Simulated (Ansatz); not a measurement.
I (molecular I2 type), relaxed with LDA (Ansatz, a first-principles code, plane waves, PAW): a = 7.1514 Å, b = 4.3226 Å, c = 9.5286 Å, α = 90.00°, β = 90.00°, γ = 90.00°.

```
Property  Result
--------  ------
gap (eV)    0.68
```

### Question
The same phase is relaxed and computed with PBEsol in the same code. What are the cell and these values now?

### Answer
a = 7.505 Å, b = 4.393 Å, c = 9.623 Å, α = β = γ = 90.00°.

- gap (eV): 0.79

Weakly bound layers, chains or molecules computed without a dispersion correction, so cells and soft constants are ill determined: I, molecular I2 type with LDA; I, molecular I2 type with PBEsol. All cells were relaxed under the symmetry of their starts (and spin orders); stability against distortions was not tested throughout. Scalar-relativistic: spin–orbit coupling is off unless named, which matters more the heavier the elements.

Potentials: the later of the program's two PAW sets.

Ansatz is a plane-wave DFT program.
